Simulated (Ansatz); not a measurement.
# TiB2 (P6/mmm), an elastic constant from a strain scan

The calculation used DFT PBE, scalar-relativistic, plane waves, PAW in Ansatz 0.2.0. The runs took a 420 eV cutoff, a Γ-centred 18×18×14 mesh and Gaussian smearing (0.15 eV). No spin polarisation. Energies are free energies at this smearing, counted from the undisturbed cell; pressure is positive in compression.

Zero of the scan (relaxed at this level; it needn't be the usual structure):

```
Ti B
1.0
     3.03180    0.00000    0.00000
    -1.51590    2.62562    0.00000
     0.00000    0.00000    3.22423
Ti B
1 2
Direct
  0.00000 0.00000 0.00000
  0.33333 0.66667 0.50000
  0.66667 0.33333 0.50000
```

The cell is strained by ε times the Voigt pattern (0, 1, 0, 0, 0, 0) (xx, yy, zz, yz, xz, xy; engineering shear) with fractional coordinates fixed. The cell holds 3 atoms in V0 = 25.67 Å³. The stress column is τ = (1/V0) dE/dε, got from the stress tensor σ (compression positive) at each point as −det(1 + εP) σ : P(1 + εP)⁻¹, with P the pattern as a tensor.

| ε | ΔE (meV/atom) | τ (GPa) |
| --- | --- | --- |
| -0.0200 | 7.374 | -14.048 |
| -0.0150 | 4.113 | -10.382 |
| -0.0100 | 1.820 | -6.830 |
| -0.0050 | 0.459 | -3.389 |
| 0.0000 | 0.000 | -0.056 |
| 0.0050 | 0.418 | 3.170 |
| 0.0100 | 1.683 | 6.293 |
| 0.0150 | 3.769 | 9.316 |
| 0.0175 | 5.113 | 10.790 |
| 0.0200 | ? | ? |

**Question.** Which combination of elastic constants does this scan measure, and how large is it?

**Answer.** For small ε, τ = τ0 + Kε with K = pᵀCp, which for this pattern is C22 in the Cartesian frame shown. The parabola through τ at ε = -0.0050, 0 and 0.0050 has slope K = 656 GPa at zero. The energies per cell, E = NΔE, of the same two points give K = 2[E(ε₊)/ε₊ − E(ε₋)/ε₋]/[(ε₊ − ε₋)V0] = 657 GPa, in agreement. These are clamped-ion values.

**Question.** Predict the withheld row at ε = 0.0200 from the harmonic law, and compare.

**Answer.** ΔE = V0(τ0 ε + Kε²/2)/N = 6.945 meV/atom and τ = 13.06 GPa. The calculation gives 6.650 meV/atom and 12.24 GPa, a miss of 4.2 % of the harmonic energy, so the harmonic law still holds here.

Forces appear on the atoms along this scan, and letting them relax would lower the energy and soften the response. In a metal these slopes depend on the k mesh and the smearing.

Cost: 10 runs of about 3.7 core-minutes in all, on Arm Neoverse N1 (shared hosts).